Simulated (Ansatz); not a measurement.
Li5NCl2 in space group R-3m (No. 166; Pearson symbol hR8), r²SCAN in the plane-wave PAW code Ansatz, all energies at zero smearing, with the estimated change up to a 700 eV cutoff added, with one set of potentials and settings (totals compare only within such a set). Cell of 8 atoms (5 Li, 1 N, 2 Cl): -3587.701 eV.

```
element             reference phase  E (eV/atom)
-------  --------------------------  -----------
Li       Fm-3m, 1 atoms in the cell    -205.1371
N         Pa-3, 8 atoms in the cell    -384.8315
Cl        Cmce, 4 atoms in the cell   -1083.6259
```

Formation energy per atom, worked out: (-3587.701 − 5×(-205.1371) − 1×(-384.8315) − 2×(-1083.6259))/8 = -1.242 eV/atom (-120 kJ per mol of atoms), at 0 K, without zero-point energy or fitted corrections.

The first step of the workflow began from a Materials Project structure, measured or hypothetical; the Crystallography Open Database copy checked does not list it. Its standing as an ambient phase is unchecked. Symmetry was held in the r²SCAN relaxation; its stability against distortions is not shown here. The references are the lowest solids computed at this level, not always the standard phases (solids in place of the gases).

Potentials: the later of the program's two PAW sets.
